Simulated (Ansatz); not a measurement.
Relaxed Li (bcc, W type):

```
CELL_PARAMETERS angstrom
     -3.43479     3.43479     3.43479
      0.00000     0.00000     3.43479
      0.00000     3.43479     0.00000
ATOMIC_POSITIONS crystal
  Li 0.00000 0.00000 0.00000
  Li 0.50000 0.00000 0.00000
```

A phonon eigenvector at H = (0.5, 0.5, 0.5) is frozen into this cell: atom i moves by Q times the vector below, so Q is the largest atomic displacement, in Å. The cell is held. It is one choice among 3 degenerate patterns. (q is in reciprocal vectors of the primitive cell; the cell shown is doubled to hold the pattern.)

| atom | x | y | z |
|---|---|---|---|
| Li1 | 0.000 | 0.000 | -1.000 |
| Li2 | 0.000 | 0.000 | 1.000 |

Calculation: PBE (plane waves to 420 eV, PAW, scalar-relativistic; Ansatz, a program for electronic structure). k mesh 19×19×19 (Γ-centred), Fermi-Dirac smearing 0.05 eV. E stands for the smeared free energy. With partly filled bands, energies and forces of such displacements shift with the k mesh and the smearing. Li was relaxed with its symmetry unable to fall. The PAW data are Ansatz's earlier set. ΔE is measured from the undisplaced structure. The last digit holds for this mesh only.

| Q (Å) | ΔE (meV/cell) |
|---|---|
| -0.1000 | 27.73 |
| -0.0833 | withheld |
| -0.0667 | 12.39 |
| -0.0500 | 6.98 |
| -0.0333 | 3.10 |
| -0.0167 | 0.78 |
| 0.0000 | 0.00 |
| 0.0167 | 0.78 |
| 0.0333 | 3.10 |
| 0.0500 | 6.98 |
| 0.0667 | 12.39 |
| 0.0833 | withheld |
| 0.1000 | 27.73 |

Task: Fit an even polynomial form (powers 2, 4) to the given rows and predict ΔE at Q = -0.0833.

Result: Least squares on the 11 given rows: ΔE = (2796)·Q² + (-2325)·Q⁴, in meV/cell with Q in Å; root-mean-square residual 0.003 meV/cell. At -0.0833 the fit gives 19.29 meV/cell; the calculation gives 19.31 meV/cell, so the interpolation is off by -0.02 (-0.1 %). The quadratic term alone would give 19.40 meV/cell.

(A displaced cell: forces are minus the slopes of the energy, force constants its curvatures, and phonons follow from these.)
